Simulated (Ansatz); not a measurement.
ZnSe:
```yaml
crystal:
  lattice:
    - [3.69104, 0.00000, 0.00000]
    - [-1.84552, 3.19654, 0.00000]
    - [0.00000, 0.00000, 3.31970]
  atoms:
    - { symbol: Zn, position: [0.00000, 0.00000, 0.00000] }
    - { symbol: Se, position: [0.66667, 0.33333, 0.50000] }
```

Relaxed with r²SCAN. Special points in fractions of this cell's reciprocal vectors: Γ (0.000, 0.000, 0.000); M (0.500, 0.000, 0.000); K (0.333, 0.333, 0.000); A (0.000, 0.000, 0.500); L (0.500, 0.000, 0.500); H (0.333, 0.333, 0.500).

Task: List the band energies nearest the Fermi level at these points for r²SCAN in the plane-wave PAW code Ansatz.

Result: In eV from the Fermi level; about four levels below and three above (degenerate sets whole), none deeper than 8.9 eV; … stands for higher levels left out; points with the same levels are listed once.

```csv
k,below,above
Γ,-6.98 -6.98 -0.91 -0.76 -0.76,0.39 …
M,-7.00 -7.00 -6.14 -2.35,0.48 2.17 7.00
K,-7.03 -6.88 -5.79 -4.59,0.68 5.93 6.49
A,-7.17 -7.17 -7.10 -7.10 -6.33,0.19 0.19 4.96
L,-4.72 -4.15 -0.90 -0.44,5.26 …
H,-4.27 -3.92 -2.02 -0.60,1.70 …
```

Space group P-6m2. The cell is a constructed one: a structure type filled with these elements; neither database checked (COD, Materials Project) lists it. It is not the phase usual at ambient conditions (space group No. 216). The r²SCAN relaxation kept the symmetry of its start; its stability against distortions is not shown here. Spin–orbit coupling is left out wherever it is not named.

Potentials: the earlier of the program's two PAW sets.
